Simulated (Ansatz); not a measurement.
# NiSb2

The cell (6 atoms) is NiSb2 as an experimental structure (space group Pnnm). Sizeable forces remain on the atoms, so the positions aren't those of the computed minimum. The computed pressure is over 10 GPa in size, so the cell is far from the computed equilibrium volume (the chosen U may not suit it). Source: COD entry 9012583; the sample's temperature and pressure aren't taken into account, and it need not be the stable phase.

```
CELL_PARAMETERS angstrom
5.18370 0.00000 0.00000
0.00000 6.31840 0.00000
0.00000 0.00000 3.48080
ATOMIC_POSITIONS crystal
Ni 0.00000 0.00000 0.00000
Ni 0.50000 0.50000 0.50000
Sb 0.21890 0.35930 0.00000
Sb 0.78110 0.64070 0.00000
Sb 0.71890 0.14070 0.50000
Sb 0.28110 0.85930 0.50000
```

Atoms are numbered from 1 in the order listed.

Theory: DFT, PBEsol+U, PAW, plane waves, scalar-relativistic in Ansatz development build ahead of 0.2.0.

| Setting | Value |
| --- | --- |
| Hubbard term (Dudarev form) | U − J = 2.6 eV on Ni d, on Löwdin-orthonormalised all-electron atomic orbitals |
| Plane-wave cutoff | 420 eV |
| k-point mesh | 6×5×8 (Γ-centred) |
| Occupations | Fermi–Dirac smearing, 0.1 eV |

A static U favours moments and orbital order; the result depends on U and need not be the measured state.

“Lowest” means lowest among the runs made in this cell.

Predict the lowest-energy solution among 5 converged runs.

Non-magnetic, no gap on the k-mesh.

Which atoms feel the largest force in the lowest state, and how large is it?

Sb3, Sb4, Sb5, Sb6: 0.89 eV/Å.
